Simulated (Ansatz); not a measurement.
All numbers below come from DFT, r2SCAN, plane waves (500 eV) with PAW, scalar-relativistic in Ansatz 0.2.0. (PAW data from PBE, frozen cores regenerated.)

An element in the bcc structure gives this curve. The cell is scaled uniformly from the relaxed one, with fractional coordinates and shape fixed. Energies are extrapolated to zero smearing, pressures are those at the given smearing. Magnetic state: spin not included.

```
V (Å³/atom)  E − E₀ (meV/atom)  P (GPa)
     49.561               28.2     1.68
     51.814               11.0     1.01
     54.067                2.1     0.45
     56.319                0.2    -0.02
     58.572                4.0    -0.43
     60.825               12.8    -0.78
     63.078               26.1    -1.09
```

Which element is it?
A. europium
B. barium
C. potassium
D. strontium

D. Its fit is V₀ = 55.90 Å³/atom, B₀ = 10.7 GPa, B₀′ = 3.1.
